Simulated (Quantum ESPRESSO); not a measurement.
## Band energies of LaOF

```
LaOF
1.0
    4.06924     0.00000     0.00000
    0.00000     4.06924     0.00000
    0.00000     0.00000     5.81392
O F La
2 2 2
Direct
  0.00000   0.00000   0.50000
  0.50000   0.50000   0.50000
  0.50000   0.50000   0.00000
  0.00000   0.00000   0.00000
  0.50000   0.00000   0.71571
  0.00000   0.50000   0.28429
```

PBEsol (pw.x of Quantum ESPRESSO, ONCV potentials, no spin-orbit coupling); path ΓXMΓZRAZ,XR,MA; energies in eV from the valence-band maximum.

```csv
k (1/Å),point,band 20,band 21,band 22,band 23,band 24,band 25,band 26,band 27
0.00,Γ,-1.41,-1.41,-1.16,-0.36,-0.36,4.85,4.99,5.06
0.39,,-1.43,-1.19,-1.05,-0.75,-0.34,4.79,5.19,5.21
0.77,X,-1.35,-1.28,-1.28,-0.43,-0.43,4.87,4.87,5.41
1.16,,-1.43,-1.02,-1.02,-0.30,-0.30,4.82,4.82,5.20
1.54,M,-1.46,-0.55,-0.55,-0.33,-0.33,4.74,4.74,5.12
1.91,,-1.35,-0.95,-0.95,-0.64,-0.07,4.67,5.06,5.15
2.27,,-1.33,-1.16,-1.14,-0.86,-0.19,4.81,5.16,5.21
2.64,Γ,-1.41,-1.41,-1.16,-0.36,-0.36,4.85,4.99,5.06
3.18,Z,-1.86,-1.47,-1.47,-0.22,-0.22,4.97,5.09,5.34
3.56,,-1.62,-1.41,-1.39,-0.58,-0.23,4.98,5.12,5.21
3.95,R,-1.29,-1.11,-1.11,-0.60,-0.60,4.93,4.93,5.38
4.10,,-1.29,-1.17,-1.17,-0.51,-0.51,4.89,4.89,5.37
4.41,,-1.61,-0.91,-0.91,-0.30,-0.30,4.67,4.67,5.31
4.72,A,-1.76,-0.56,-0.56,-0.36,-0.36,4.59,4.59,5.23
5.03,,-1.50,-1.02,-0.73,-0.67,-0.06,4.60,4.74,5.25
5.34,,-1.53,-1.39,-1.10,-0.91,-0.03,4.94,4.96,5.23
5.66,,-1.82,-1.51,-1.42,-0.32,-0.19,4.98,5.12,5.33
5.81,Z,-1.86,-1.47,-1.47,-0.22,-0.22,4.97,5.09,5.34
5.81,X,-1.35,-1.28,-1.28,-0.43,-0.43,4.87,4.87,5.41
6.17,,-1.31,-1.15,-1.15,-0.56,-0.56,4.91,4.91,5.38
6.35,R,-1.29,-1.11,-1.11,-0.60,-0.60,4.93,4.93,5.42
6.35,M,-1.46,-0.55,-0.55,-0.33,-0.33,4.74,4.74,5.12
6.89,A,-1.76,-0.56,-0.56,-0.36,-0.36,4.59,4.59,5.24
```

The PBEsol gap is indirect, 4.58 eV, from 43 % of the way from A to Z to 14 % of the way from A to Z; the smallest direct gap is 4.67 eV. Another conduction extremum on the path lies within 0.02 eV, too close to call.

The 4f states are in the valence at their DFT position.

Geometry of the Materials Project entry, not relaxed at this level.

The structure is a Materials Project entry; no match was found in the copy of COD used, and its stability was not checked.
